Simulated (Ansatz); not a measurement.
A sublattice moved along a line in ZnO

Theory: Ansatz 0.2.0, DFT PBE, scalar-relativistic, plane waves, PAW. The runs took a 350 eV cutoff, a Γ-centred 6×6×4 mesh and Gaussian smearing (0.05 eV). The mesh is coarse. The cutoff lies under the one recommended for these potentials. No spin polarisation. Energies are free energies at this smearing, counted from the undisturbed cell; pressure is positive in compression.

The starting cell (as given, not relaxed at this level; it stands at 4.5 GPa):

```
CELL_PARAMETERS angstrom
3.24940 0.00000 0.00000
-1.62470 2.81406 0.00000
0.00000 0.00000 5.20380
ATOMIC_POSITIONS crystal
Zn 0.33333 0.66667 0.00000
Zn 0.66667 0.33333 0.50000
O 0.33333 0.66667 0.38210
O 0.66667 0.33333 0.88210
```

Every O atom is moved by x along the Cartesian unit vector (0.000, 0.000, 1.000); the cell and all other atoms stay fixed.

| x (Å) | ΔE (meV/cell) | force along x on the moved atoms (eV/Å) | pressure (GPa) | gap on the mesh (eV) |
| --- | --- | --- | --- | --- |
| -0.1000 | 71.7 | 1.68 | 5.4 | 0.82 |
| -0.0750 | ? | 1.14 | 4.9 | ? |
| -0.0500 | 14.1 | 0.67 | 4.7 | 0.80 |
| -0.0250 | ? | ? | 4.5 | 0.79 |
| 0.0000 | 0.0 | -0.07 | 4.5 | 0.79 |
| 0.0250 | 5.4 | -0.35 | 4.5 | 0.79 |
| 0.0500 | ? | ? | 4.7 | 0.79 |
| 0.0750 | 34.4 | -0.78 | 4.9 | 0.80 |
| 0.0875 | 44.6 | -0.85 | 5.0 | 0.80 |
| 0.1000 | 55.7 | -0.92 | 5.2 | 0.81 |

Task: Give the withheld values.

Result: ΔE (meV/cell) at x (Å) = -0.0750: 36.6; gap on the mesh (eV) at x (Å) = -0.0750: 0.81; ΔE (meV/cell) at x (Å) = -0.0250: 2.4; force along x on the moved atoms (eV/Å) at x (Å) = -0.0250: 0.27; ΔE (meV/cell) at x (Å) = 0.0500: 17.3; force along x on the moved atoms (eV/Å) at x (Å) = 0.0500: -0.59.

Cost: 10 runs of about 0.33 core-minutes in all, on Arm Neoverse V1 (shared hosts).